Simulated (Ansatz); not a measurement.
The start is a randomly generated symmetric cell of MgPd (space group No. 139). Cell shape, volume and atoms are optimised at zero target pressure with PBE (plane waves to 420 eV, PAW, scalar-relativistic; Ansatz, a first-principles code). First-step values are on the input's coarse k-mesh.

Ansatz input (later rounds restart from its end on a renewed k-mesh):
Ansatz 0.2 input:
```yaml
crystal:
  lattice:
    - [-1.6080616, 1.6080616, 7.232376]
    - [1.6080616, -1.6080616, 7.232376]
    - [1.6080616, 1.6080616, -7.232376]
  atoms:
    - { symbol: Mg, position: [0.94112464, 0.94112464, 0] }
    - { symbol: Mg, position: [0.05887536, 0.05887536, 0] }
    - { symbol: Pd, position: [0.75, 0.25, 0.5] }
    - { symbol: Pd, position: [0.25, 0.75, 0.5] }
basis: { ecutwfc: 420, ecutrho_ratio: 4, xc_grid: 2, fft_grid_basis: typed }
kpoints: { mp_grid: { grid: [14, 14, 14] } }
hamiltonian:
  xc: pbe
  dispersion: none
  pseudopotentials: { kind: paw }
scf: { occupations: { method: fermi_dirac, width: 0.05 } }
relax: { f_tol: 0.01, max_steps: 100, cell: { stress_tol: 0.02 } }
output: { forces: true, stress: true }
```

- Outcome: The space group stays I4/mmm (No. 139) (the run could not lower it), with 4 atoms in the primitive cell
- Energy released: about 2.1 eV/atom
- Volume change: +32.0 %, from 18.70 to 24.69 Å³/atom
- Shortest distances (start → end): The closest pairs of elements (up to four, under 3.6 Å), start → end: Mg–Mg 1.70 → 3.04 Å; Pd–Pd 2.27 → 2.69 Å; Mg–Pd 3.20 → 2.69 Å
- Optimiser moves: 17

Final structure:

```cif
data_Mg4Pd4
_chemical_formula_sum 'Mg4 Pd4'
_space_group_name_H-M_alt 'I4/mmm'
_space_group_IT_number 139
_space_group_name_Hall '-I 4 2'
_cell_length_a 3.80142
_cell_length_b 3.80142
_cell_length_c 13.66887
_cell_angle_alpha 90.000
_cell_angle_beta 90.000
_cell_angle_gamma 90.000
loop_
_atom_site_label
_atom_site_type_symbol
_atom_site_symmetry_multiplicity
_atom_site_Wyckoff_symbol
_atom_site_fract_x
_atom_site_fract_y
_atom_site_fract_z
_atom_site_occupancy
Mg1 Mg 4 e 0.00000 0.00000 0.11106 1
Pd1 Pd 4 d 0.00000 0.50000 0.25000 1
```
(The calculation used a cell of 4 atoms; values per cell refer to that cell.)

Final values are on a 17×17×17 k-mesh of the relaxed cell. The start holds a very short contact (Mg–Mg 1.70 Å). No spin polarisation in the result.

The run could not lose the symmetry of its start: the end is stationary, and may be a saddle point rather than a minimum.

The relaxed structure here is a generated cell of MgPd: the first start was made by a random draw of sites in a space group, and the end was not matched to a known phase here, so it may be hypothetical.
